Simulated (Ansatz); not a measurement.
# AuCu3-type ScSi₃

Computed with Ansatz (plane waves, PAW, 420 eV cutoff): PBE, scalar-relativistic, no spin polarisation, 8×8×8 k-mesh, Gaussian smearing of 0.05 eV. The datasets are Ansatz's generated set soft_2.

```xyz
4
Lattice="3.9656 0.0000 0.0000 0.0000 3.9656 0.0000 0.0000 0.0000 3.9656" Properties=species:S:1:pos:R:3 pbc="T T T"
Sc    0.0000    0.0000    0.0000
Si    0.0000    1.9828    1.9828
Si    1.9828    1.9828    0.0000
Si    1.9828    0.0000    1.9828
```

The structure was built from a prototype; whether the compound forms in it isn't claimed.

The run above is the reference. The same cell was run again with other input settings; several of them aren't fit for production, so the rows show the settings' effect and aren't properties of the material.

```tsv
keys changed	outcome	ΔE (meV/atom)	P (GPa)	gap on the mesh (eV)	cell moment (μB)	largest force component (eV/Å)	SCF iterations	rough core-seconds	new warnings
none (reference)	converged	0.0	0.0	metal	–	0.000	–	–	–
scf.convergence.dr2_threshold: 0.0001; hamiltonian.hubbard: {"sites": [{"species": "Sc", "l": "d", "u_eff": 2.0}], "double_counting": "fll"}; kpoints.mp_grid.grid: [8, 8, 8] → [6, 6, 6]	converged	–	2.6	metal	–	0.000	5	3	filled band counts differ across k points; force scf threshold loose; stress scf threshold loose
hamiltonian.dispersion: "d3bjatm"; basis.ecutwfc: 420 → "400 eV"; basis.ecutrho_ratio: 4 → 9	converged	–	-4.2	metal	–	0.000	6	2.5	cutoff below recommended
hamiltonian.hubbard: {"sites": [{"species": "Sc", "l": "d", "u_eff": 5.0}], "double_counting": "fll"}	converged	–	5.8	metal	–	0.000	8	4	filled band counts differ across k points
kpoints.mp_grid.grid: [8, 8, 8] → [4, 4, 4]; kpoints.mp_grid.shift: [0.5, 0.5, 0.5]	converged	35.6	0.4	metal	–	0.000	6	0.8	–
scf.mixing.preconditioner: "resta"	converged	0.0	0.0	metal	–	0.000	6	2.4	–
scf.n_extra_bands: 32	converged	0.0	0.0	metal	–	0.000	6	6	–
```

These changes also left energy (to 0.1 meV/atom), pressure, gap, moment and forces as in the reference: scf.initial_density.chi_scale: 0.1 | scf.lower_state_search: "standard".

ΔE is the energy with the smearing extrapolated to zero. It is left out where the change alters the Hamiltonian or the spin treatment. The varied runs start from atomic densities (corrected by the program's trained start where that serves), with the default search for lower states unless a row changes it.

(1) What happens with these changes: scf.initial_density.chi_scale: 0.1; hamiltonian.pseudopotentials: {"kind": "nc", "accuracy": "standard"}?

Answer:

(1) outcome converged, P (GPa) 0.6, gap on the mesh (eV) metal, largest force component (eV/Å) 0.000, SCF iterations 7, rough core-seconds 2.5, new warnings cutoff below recommended.

Changing scf.mixing.preconditioner only steers the path to self-consistency, so the energy stays within 0.5 meV/atom.

Changing scf.initial_density.chi_scale only steers the path to self-consistency, so the energy stays within 0.5 meV/atom.

Other pseudopotential files need their own cutoff; where it is too low, pressure and moments show the cutoff and not the files.

The pair part of a dispersion correction pulls inward (a three-body part mostly pushes out), and in metals and ionic crystals with large ions it often overbinds.

Of the reference: The cell is a metal with an odd number of electrons, and spin polarisation wasn't tried.
